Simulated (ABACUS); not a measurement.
Worked example: self-consistent single point of SiC (P6_3mc, 12 atoms in the cell; from Materials Project mp-7631) in ABACUS.

Computed with PBE, PseudoDojo 0.5 standard norm-conserving PBE (tails mended) pseudopotentials (plane waves; ABACUS).

```
CELL_PARAMETERS angstrom
      3.07662     0.00000     0.00000
     -1.53831     2.66443     0.00000
      0.00000     0.00000    15.09808
ATOMIC_POSITIONS crystal
  Si 0.33333 0.66667 0.83299
  Si 0.66667 0.33333 0.33299
  Si 0.66667 0.33333 0.66650
  Si 0.33333 0.66667 0.16650
  Si 0.00000 0.00000 0.49973
  Si 0.00000 0.00000 0.99973
  C  0.00000 0.00000 0.87437
  C  0.00000 0.00000 0.37437
  C  0.33333 0.66667 0.70800
  C  0.66667 0.33333 0.20800
  C  0.66667 0.33333 0.54152
  C  0.33333 0.66667 0.04152
```

Reference input (self-consistent single point, DFT, PBE, plane waves, PseudoDojo 0.5 standard norm-conserving PBE (tails mended) pseudopotentials): KPT = Gamma 6 6 2 0.5 0.5 0.5; basis_type = pw; ecutwfc = 82 Ry; smearing_method = fixed; potentials = PseudoDojo 0.5 standard norm-conserving PBE (tails mended); symmetry = 1; symmetry_prec = 1e-05; ks_solver = dav_subspace; scf_nmax = 100; scf_thr = 1.0e-09 Ry; mixing_type = pulay. This run's input differs from it in these lines:

```diff
@@ -55,3 +55,3 @@
 Gamma
-6 6 2 0.5 0.5 0.5
+6 6 1 0 0 0
```

Output, abridged:

```
 SELF-CONSISTENT
 -------------------------------------------
                                 init_chg = atomic

 PW ALGORITHM --------------- ION=   1  ELEC=   1--------------------------------

 Density error is 2.59733393361
                          Error Threshold = 0.01
 E_KohnSham     -122.3252359357      -1664.3202179204
 E_Fermi        0.5419796938         7.3740120364

 PW ALGORITHM --------------- ION=   1  ELEC=   2--------------------------------

 Density error is 1.00412716849
                          Error Threshold = 0.0054111123617
 E_KohnSham     -123.0401163447      -1674.0466648708
   [... lines left out ...]

 Density error is 8.92594864864e-09
                          Error Threshold = 1.38941292771e-11
 E_KohnSham     -123.2366113747      -1676.7201169078
 E_Fermi        0.7044498444         9.5845318384

 PW ALGORITHM --------------- ION=   1  ELEC=  10--------------------------------

 Density error is 3.86514666865e-10
                          Error Threshold = 1.38941292771e-11
 E_KohnSham     -123.2366113756      -1676.7201169191
 E_KS(sigma->0) -123.2366113756      -1676.7201169191
 E_entropy(-TS) 0.0000000000         0.0000000000
 E_Fermi        0.7044559153         9.5846144379
 charge density convergence is achieved
 final etot is -1676.7201169 eV
 EFERMI = 9.5846144379 eV

 STATE ENERGY(eV) AND OCCUPATIONS    NSPIN == 1
   [... 31 lines left out ...]

 TOTAL-FORCE (eV/Angstrom)
                       Si1         0.0000000000         0.0000000000        -0.0030421162
                       Si2         0.0000000000         0.0000000000        -0.0030421162
                       Si3         0.0000000000         0.0000000000         0.0011975062
                       Si4         0.0000000000         0.0000000000         0.0011975062
                       Si5         0.0000000000         0.0000000000         0.0060149734
                       Si6         0.0000000000         0.0000000000         0.0060149734
                        C1         0.0000000000         0.0000000000        -0.0043155968
   [... lines left out ...]

 TOTAL-STRESS (KBAR)
        39.7750111917         0.0000000000         0.0000000000
         0.0000000000        39.7750135142         0.0000000000
         0.0000000000         0.0000000000        37.3784358769
 TOTAL-PRESSURE: 38.976154 KBAR

 --------------------------------------------
 !FINAL_ETOT_IS -1676.7201169191257577 eV
 --------------------------------------------
```

The run converged in 10 iterations. Against the reference run the free energy rises by 4.2 meV/atom, the pressure hardly changes (3.88 to 3.90 GPa) and the largest force moves little (0.010 to 0.006 eV/Å).

This run is one point of a test of settings, so its values need not be converged; read them against the reference run alone. The structure comes from a collection of computed structures, made at another level of theory; the collection holds predicted forms beside known ones.

Cost on one core: about 70 core-seconds (a rough figure).

“Tails mended”: in these copies of the files the far tail of each local potential was reset to the Coulomb form.
